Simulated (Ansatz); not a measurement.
MgAl$_{2}$C$_{2}$:
```
MgAl2C2
1.0
    3.37262     0.00000     0.00000
   -1.68631     2.92078     0.00000
    0.00000     0.00000     5.78477
Mg Al C
1 2 2
Direct
  0.00000   0.00000   0.00000
  0.66667   0.33333   0.35053
  0.33333   0.66667   0.64947
  0.33333   0.66667   0.27034
  0.66667   0.33333   0.72966
```

Relaxed with r²SCAN.

Q: Tabulate the valence density and the electron localisation function along the shortest Al–Al contact (2.60 Å), r²SCAN in the plane-wave PAW code Ansatz.

A: 

| distance from Al (Å) | density (e/Å³) | ELF |
|---|---|---|
| 0.26 | 0.06 | 0.03 |
| 0.39 | 0.07 | 0.01 |
| 0.52 | 0.10 | 0.02 |
| 0.65 | 0.15 | 0.08 |
| 0.78 | 0.20 | 0.21 |
| 0.91 | 0.23 | 0.33 |
| 1.04 | 0.25 | 0.39 |
| 1.17 | 0.25 | 0.41 |
| 1.30 | 0.25 | 0.42 |
| 1.43 | 0.25 | 0.41 |
| 1.56 | 0.25 | 0.39 |
| 1.69 | 0.23 | 0.33 |
| 1.82 | 0.20 | 0.21 |
| 1.95 | 0.15 | 0.08 |
| 2.08 | 0.10 | 0.02 |
| 2.21 | 0.07 | 0.01 |
| 2.34 | 0.06 | 0.03 |

The density is the valence pseudo-density with augmentation charge, so density and ELF within about 1 Å of a nucleus are not all-electron values.

Space group P-3m1. The workflow started from a Materials Project entry (that database holds measured and hypothetical structures alike); the Crystallography Open Database copy checked does not list it. Whether it is the stable phase at ambient conditions was not checked. The cell was relaxed with r²SCAN under the symmetry of its start; whether a distortion lowers the energy is not shown.

Potentials: the later of the program's two PAW sets.
